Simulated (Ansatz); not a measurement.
Relaxing a structure of TaAs

The start is a generated trial cell of TaAs in the FeB structure type. Cell shape, volume and atoms are optimised at zero target pressure with PBE (plane waves to 420 eV, PAW, scalar-relativistic; Ansatz, an electronic-structure program). The first steps use a coarse 3×6×4 k-mesh.

Starting cell:
```
TaAs
1.0
    7.98482     0.00000     0.00000
    0.00000     4.28100     0.00000
    0.00000     0.00000     5.88928
Ta As
4 4
Cartesian
  1.43727   1.07025   0.73616
  2.55514   3.21075   3.68080
  6.54755   3.21075   5.15312
  5.42968   1.07025   2.20848
  0.28745   1.07025   3.59246
  3.70496   3.21075   0.64782
  7.69737   3.21075   2.29682
  4.27987   1.07025   5.24146
```

### Question
How much energy is released per atom?

### Answer
1.51 eV/atom.

### Question
Is the relaxed structure metallic? Give its gap.

### Answer
No gap (metallic).

### Question
Write out the relaxed structure.

### Answer

Space group Pnma (No. 62); a = 6.072 Å, b = 4.588 Å, c = 4.899 Å, α = β = γ = 90.00°

```csv
atom,site,symmetry,x,y,z
Ta,4c,.m.,0.3127,0.2500,0.3376
As,4c,.m.,0.0370,0.7500,0.3288
```

The space group stays Pnma (No. 62) (the run could not lower it), with 8 atoms in the primitive cell. Final values are on a 8×10×10 k-mesh of the relaxed cell. No spin polarisation in the result.

The run could not lose the symmetry of its start: the end is stationary, and may be a saddle point rather than a minimum.

The relaxed structure here is a generated cell of TaAs: the first start was made by placing the elements on the sites of a structure type, and the end was not matched to a known phase here, so it may be hypothetical. Known forms of TaAs include space group No. 109.
